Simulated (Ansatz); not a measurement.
A geometry of Te2Mo away from equilibrium: the start of the relaxation of a generated cell, Te2Mo built in the AFLOW prototype AB2_hP9_180_d_j (C40, as in CrSi2). The numbers are results of PBE (plane waves to 420 eV, PAW, scalar-relativistic; Ansatz, an electronic-structure program), not measurements. Γ-centred k-mesh 5×5×3 on the run's cell (coarser than for final values), Fermi–Dirac smearing 0.05 eV.

```xyz
9
Lattice="6.1159 0.0000 0.0000 -3.0579 5.2965 0.0000 0.0000 0.0000 8.7963" Properties=species:S:1:pos:R:3:forces:R:3 pbc="T T T" free_energy=-56736.405 pressure_GPa=-14.3
Mo     3.0579     0.0000     0.0000    0.0000    0.0000    0.0000
Mo     1.5290     2.6483     2.9321    0.0000    0.0000    0.0000
Mo    -1.5290     2.6483     5.8642    0.0000    0.0000    0.0000
Te     0.0000     1.7541     0.0000    0.0000    0.4038    0.0000
Te     4.5968     0.8771     2.9321   -0.3497    0.2019    0.0000
Te     1.5389     4.4195     5.8642   -0.3497   -0.2019    0.0000
Te     3.0579     3.5424     0.0000    0.0000   -0.4038    0.0000
Te    -1.5389     4.4195     2.9321    0.3497   -0.2019    0.0000
Te     1.5191     0.8771     5.8642    0.3497    0.2019    0.0000
```

Positions in Å, forces in eV/Å, free energy of the cell in eV (comparable only within this code, potentials and settings). Largest force: 0.40 eV/Å, on Te4, Te5, Te6, Te7, Te8, Te9 (atoms numbered as listed); the geometry lies 0.65 to 0.66 eV/atom (the two k-meshes of the run give this range) above the end of its relaxation.

The relaxed cell holds bonded Te–Te pairs (2.98 Å). No spin polarisation in the result. A magnetic state may lie lower.

The run could not lose the symmetry of its start, so the end can be a saddle point.

The end of the path is a generated cell of Te2Mo: the first start was made by placing the elements on the sites of a structure type, and the end was not matched to a known phase here, so it may be hypothetical. Known forms of Te2Mo include space group No. 194.
